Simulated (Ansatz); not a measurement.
Mg2ZnO3 in space group P-3m1 (No. 164; Mg on 2d, Zn on 1a, O on 2d, O on 1b), LDA in the plane-wave PAW code Ansatz. The conduction-band minimum lies at Γ, with 1 equivalent valley. Second derivatives d²E/dk² of the lowest band at one valley (eV·Å²), along Cartesian directions:

| direction | d²E/dk² |
|---|---|
| [100] | 23.40 |
| [010] | 23.40 |
| [001] | 23.46 |
| [110] | 23.40 |
| [101] | 23.43 |
| [011] | 23.43 |

**Question.** Find the principal effective masses, the density-of-states mass and the conductivity mass.

**Answer.** Off-diagonal terms follow from H_xy = H[110] − (H_xx + H_yy)/2, and m*/mₑ = 7.620 eV·Å² over each eigenvalue: 0.32, 0.33, 0.33. One valley's DOS mass (m₁m₂m₃)^(1/3) = 0.33, conductivity mass 3/(Σ 1/mᵢ) = 0.33 mₑ.

**Question.** What effective density of states Nc follows at 300 K for parabolic valleys?

**Answer.** Nc = 2.509e19 × 1 × (0.33)^(3/2) ≈ 4.8e18 cm⁻³.

**Question.** With the computed static dielectric constant 13.6 (mean of the diagonal), estimate a hydrogenic donor's binding energy and radius.

**Answer.** E = 13.606 eV × 0.33/13.6² ≈ 24 meV; a = 0.529 Å × ε/m* ≈ 22 Å. Semilocal masses tend to be too small where the gap is.

The workflow started from a Materials Project entry (that database holds measured and hypothetical structures alike); the Crystallography Open Database copy checked does not list it. With Mg and Zn taken as one species the cell has the higher symmetry Fm-3m, so it may be an ordered model of a mixed-site phase. Whether it is the stable phase at ambient conditions was not checked. The LDA relaxation kept the symmetry of its start; phonons on a q-mesh show no instability.

Potentials: the later of the program's two PAW sets.
